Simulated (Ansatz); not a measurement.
Cu:
```
Cu
1.0
    0.00000     2.67715     2.67715
    2.67715     0.00000     2.67715
    2.67715     2.67715     0.00000
Cu
2
Cartesian
  1.33857   1.33857   1.33857
  0.00000   0.00000   0.00000
```

Relaxed with PBE. Special points in fractions of this cell's reciprocal vectors: Γ (0.000, 0.000, 0.000); X (0.500, 0.000, 0.500); U (0.625, 0.250, 0.625); K (0.375, 0.375, 0.750); L (0.500, 0.500, 0.500); W (0.500, 0.250, 0.750).

### Question
List the band energies nearest the Fermi level at these points for the program Ansatz at the PBE level (PAW).

### Answer
In eV from the Fermi level; about four levels below and three above (degenerate sets whole), none deeper than 8.9 eV; … stands for higher levels left out; points with the same levels are listed once.

```tsv
k	below	above
Γ	-1.81 -1.81 -1.81 -1.16 -1.16	9.72 9.72 9.72
X	-1.97 -1.97 -1.15 -1.15	0.24 0.24 3.76 3.76
U	-2.14 -2.00 -1.11 -1.03	0.19 0.61 1.51
L	-1.44 -1.24 -1.24 -0.34	7.07 7.07 …
W	-2.12 -2.12 -1.04 -1.04	0.61 0.61 2.20 2.20
```

Space group Fd-3m (diamond). A made-up cell: these elements were put on the sites of a structure type; neither database checked (COD, Materials Project) lists it. It is not the phase usual at ambient conditions (space group No. 225). Symmetry was held in the PBE relaxation. At this level the phase is mechanically unstable. The run is not spin-polarised.

Potentials: the later of the program's two PAW sets.
